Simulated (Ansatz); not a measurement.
Here is the system:

CdSe (zinc blende)

```xyz
2
Lattice="0.0000 3.0981 3.0981 3.0981 0.0000 3.0981 3.0981 3.0981 0.0000" Properties=species:S:1:pos:R:3 pbc="T T T"
Se     4.6472     4.6472     4.6472
Cd     0.0000     0.0000     0.0000
```

Equation-of-state scan: isotropic scaling of the cell above, V₀ being its volume. Symmetry pins the atoms to their sites.

The numbers are results of PBE (plane waves to 420 eV, PAW, scalar-relativistic; Ansatz, a program for electronic structure), not measurements. k mesh 9×9×9 (Γ-centred), Fermi-Dirac smearing 0.05 eV. Energies are smeared free energies. Stress and pressure are positive under compression. CdSe was relaxed with its symmetry unable to fall. ΔE is measured from the relaxed starting cell.

The scan covers V/V₀ from 0.840 to 1.160 in 13 points.

Problem. What is the fitted pressure derivative B₀′?

Solution. 4.7.

Problem. What bulk modulus B₀ follows from a third-order Birch-Murnaghan fit?

Solution. 44.7 GPa.

(Under strain, the slope of the energy per volume gives the stress and its curvature an elastic modulus.)
